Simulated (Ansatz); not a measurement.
Total density of states per atom from plane-wave PAW LDA (Ansatz code), in 0.25 eV bins, energy from the valence-band maximum:

```
E (eV) | states/eV/atom
    -2.05 |  0.00
    -1.80 | ## 0.20
    -1.55 | ######## 0.92
    -1.30 | ################## 2.20
    -1.05 | ##### 0.58
    -0.80 | ########## 1.19
    -0.55 | ###################### 2.65
    -0.30 | ############################## 3.63
    -0.05 | ##### 0.63
     0.20 |  0.00
     0.45 |  0.00
     0.70 |  0.00
     0.95 |  0.00
     1.20 |  0.00
     1.45 |  0.00
     1.70 |  0.00
     1.95 |  0.00
     2.20 |  0.00
     2.45 |  0.00
     2.70 |  0.00
     2.95 |  0.00
     3.20 |  0.00
     3.45 |  0.00
     3.70 |  0.00
     3.95 |  0.00
     4.20 |  0.00
     4.45 |  0.00
     4.70 |  0.00
     4.95 |  0.00
     5.20 |  0.00
     5.45 |  0.00
     5.70 |  0.00
     5.95 |  0.00
     6.20 |  0.00
     6.45 |  0.00
     6.70 |  0.01
     6.95 |  0.02
     7.20 |  0.03
     7.45 |  0.04
     7.70 |  0.05
     7.95 |  0.06
     8.20 | # 0.07
     8.45 | # 0.08
     8.70 | # 0.09
     8.95 | # 0.10
     9.20 | # 0.11
     9.45 | # 0.12
     9.70 | # 0.13
     9.95 | # 0.15
    10.20 | # 0.16
    10.45 | ## 0.18
    10.70 | ## 0.21
    10.95 | ## 0.26
    11.20 | ## 0.26
```

Question: Which compound is it?
A) NaF, rock salt
B) NbC, rock salt
C) AgI, rock salt
D) NaI, rock salt

Answer: A, NaF, rock salt. Top 1 eV of the valence band: F 2p 98 %. Bottom 1 eV of the conduction band: Na 3s 71 %, F 2s 20 %. Projections are on Löwdin-orthogonalised atomic valence shells; empty p or d shells of many metals are not among them.

Space group Fm-3m (rock salt). Symmetry was held in the LDA relaxation; phonons on a q-mesh show no instability.

Potentials: the later of the program's two PAW sets.
